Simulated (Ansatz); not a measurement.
LaPt3:
```
CELL_PARAMETERS angstrom
      4.21386     0.00000     0.00000
      0.00000     4.21386     0.00000
      0.00000     0.00000     4.21386
ATOMIC_POSITIONS crystal
  Pt 0.00000 0.50000 0.50000
  Pt 0.50000 0.00000 0.50000
  Pt 0.50000 0.50000 0.00000
  La 0.00000 0.00000 0.00000
```

Relaxed with r²SCAN. Special points in fractions of this cell's reciprocal vectors: Γ (0.000, 0.000, 0.000); X (0.000, 0.500, 0.000); M (0.500, 0.500, 0.000); R (0.500, 0.500, 0.500).

### Question
List the band energies nearest the Fermi level at these points for the program Ansatz at the r²SCAN level (PAW).

### Answer
In eV from the Fermi level; about four levels below and three above (degenerate sets whole), none deeper than 8.9 eV; points with the same levels are listed once.

```json
[
 {"k": "Γ", "below": "-2.59 -2.59 -2.59 -1.11 -1.11 -0.31", "above": "0.22 0.22 0.22"},
 {"k": "X", "below": "-1.96 -1.96 -1.82 -1.82 -0.94", "above": "0.22 2.35 2.35"},
 {"k": "M", "below": "-2.00 -2.00 -1.96 -1.42 -0.57", "above": "1.79 1.79 3.51 3.51"},
 {"k": "R", "below": "-0.18 -0.18 -0.18 -0.15", "above": "2.43 2.43 2.43"}
]
```

Space group Pm-3m (Cu3Au type). The workflow started from an entry of the Crystallography Open Database (COD). Its standing as an ambient phase is unchecked. The r²SCAN relaxation kept the symmetry of its start; whether a distortion lowers the energy is not shown. No spin polarisation was allowed. Scalar-relativistic: spin–orbit coupling is off unless named, which matters more the heavier the elements.

Potentials: the later of the program's two PAW sets.
